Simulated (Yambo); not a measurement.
Yambo run on a free-standing MoS2 monolayer (symmetry P-6m2, slab cell 16.1 Å high). The wavefunctions are PBEsol (pw.x of Quantum ESPRESSO, ONCV potentials, with spin-orbit coupling) ones on a 6×6×1 mesh (26 occupied bands); a = b = 3.141 Å, c = 16.100 Å, α = β = 90.00°, γ = 120.00°.

Yambo input:

```
rim_cut
gw0
dyson
el_el_corr
HF_and_locXC
ppa
em1d
rim_w
RandQpts= 1000000
RandGvec= 2 Ry
CUTGeo= "slab z"
EXXRLvcs= 80 Ry
VXCRLvcs= 320 Ry
Chimod= "HARTREE"
% BndsRnXp
 3 | 192 |
%
NGsBlkXp= 6 Ry
% LongDrXp
 1.0 | 1.0 | 0.0 |
%
RandGvecW= 1000 mRy
PPAPntXp= 27.2114 eV
% GbndRnge
 1 | 192 |
%
GTermKind= "BG"
DysSolver= "n"
ExtendOut
% QPkrange
 7 | 7 | 26 | 27 |
%
```

k points by index: 7 = K.

Resulting energies as the program prints them:

```
#    K-point    Band    Eo [eV]    E [eV]    E-Eo [eV]    Vxc [eV]    Vnlxc [eV]    Sc|Eo [eV]    Sc|E [eV]    dSc/dw|Eo [eV]    Re(Z)    Im(Z)
#
    7    26    0.000000    -0.012637    -0.012637    -16.21872    -16.67053    0.434714    0.439173    -9.474578    0.741725    -0.003137
    7    27    1.730828    2.522766    0.791938    -17.57100    -13.42383    -3.074070    -3.355231    -9.657138    0.738051    -0.003246
```
(The two width columns are left out.) Convergence of these settings isn't established.

Geometry relaxed with PBEsol.
